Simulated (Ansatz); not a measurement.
ZnS (wurtzite)

```
ZnS
1.0
    3.84514     0.00000     0.00000
   -1.92257     3.32999     0.00000
    0.00000     0.00000     6.30573
Zn S
2 2
Cartesian
  1.92257   1.11000   6.30480
  0.00000   2.21999   3.15193
  1.92257   1.11000   3.94327
  0.00000   2.21999   0.79041
```

The volume is varied about the relaxed value V₀ at fixed cell shape. The atoms relax within the cell's symmetry.

Level of theory: PBE (plane waves to 420 eV, PAW, scalar-relativistic; Ansatz, a program for electronic structure). k mesh 10×10×5 (Γ-centred), Fermi-Dirac smearing 0.05 eV. Compression counts positive. The PAW data are Ansatz's earlier set. ZnS was relaxed with its symmetry unable to fall.

At one point of the scan the stress tensor (GPa) is:

```
  -3.52     0.00     0.00
   0.00    -3.52     0.00
   0.00     0.00    -3.59
```

Q: Which point is it?
A) V/V₀ = 1.060
B) V/V₀ = 1.045
C) V/V₀ = 1.030
D) V/V₀ = 1.015

A: A, V/V₀ = 1.060

(A scan under strain: stresses follow from slopes of the energy per volume, elastic moduli from its curvatures.)
